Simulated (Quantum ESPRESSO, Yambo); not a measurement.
For TiCdO3 (space group R-3, No. 148), Yambo gives the independent-particle static dielectric constant along x as 6.22 on PBEsol bands and 5.25 after a scissor of 1.44 eV widens every gap (4×4×4 mesh, 119 bands, 3 Ry local-field block, 0.2 eV broadening). Axes are Cartesian, with cell vectors (Å) (2.63, 1.52, 4.97), (-2.63, 1.52, 4.97), (0.00, -3.04, 4.97).

Task: A scissor keeps the position matrix elements. In a one-oscillator model, how does ε − 1 scale, and what mean transition energy do the two values imply?

Result: Each transition adds |r|²/E to ε − 1, so ε − 1 ∝ 1/(E0 + Δ). Then (5.25 − 1)/(6.22 − 1) = E0/(E0 + Δ) = 0.814, and E0 = Δ(ε' − 1)/(ε − ε') = 6.3 eV. The computed Im ε, weighted by 1/E up to 20 eV, has its mean at 6.8 eV; the smallest direct PBEsol gap is 3.07 eV. The scissor comes from a G0W0 run whose convergence isn't established. Convergence of the RPA response with its 4×4×4 mesh was not tested.

Bands from Quantum ESPRESSO.

Spin-orbit coupling is not included.

Geometry of the Materials Project entry, not relaxed at this level; primitive cell a = 5.8231 Å, b = 5.8231 Å, c = 5.8231 Å, α = 53.70°, β = 53.70°, γ = 53.70°.
